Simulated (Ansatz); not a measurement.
MgSe:
```
MgSe
1.0
    0.00000     2.73611     2.73611
    2.73611     0.00000     2.73611
    2.73611     2.73611     0.00000
Se Mg
1 1
Cartesian
  0.00000   0.00000   0.00000
  2.73611   2.73611   2.73611
```

Relaxed with r²SCAN.

### Question
Map the valence electron density (e/Å³), cut off at 3 on the plane through (0.000, 0.000, 0.000) spanned by u = [1, 0, 0] and v = [0, 1, -1] in lattice vectors, from DFT-r²SCAN in the program Ansatz with PAW potentials.

### Answer
x is the fraction of u, y of v (the angle between them is 90°; rows are the nearest grid lines); atoms in the plane: Se at (0.00, 0.00), Mg at (0.50, 0.50).
```
|@@@@-.        .-@@@@|
|@@@#:.        .:#@@@|
|@@@=:.        .:=@@@|
|@#=:..        ..:=#@|
|-::..          ..::-|
|....            ....|
|         ..         |
|       .+@@+.       |
|       +@@@@+       |
|      .@@@@@@.      |
|      .@@@@@@.      |
|       +@@@@+       |
|       .+@@+.       |
|         ..         |
|....            ....|
|-::..          ..::-|
|@#=:..        ..:=#@|
|@@@=:.        .:=@@@|
|@@@#:.        .:#@@@|
|@@@@-.        .-@@@@|
```
Scale: ten equal steps from 0.080 (start of ' ') to 3.00 (end of '@'), in the order ' .:-=+*#%@'; x runs from 0.000 to 1.00, y from 0.000 (bottom) to 1.00 (top).

The density is the valence pseudo-density with augmentation charge, so density and ELF within about 1 Å of a nucleus are not all-electron values.

Space group Fm-3m (rock salt). The r²SCAN relaxation kept the symmetry of its start.

Potentials: the later of the program's two PAW sets.
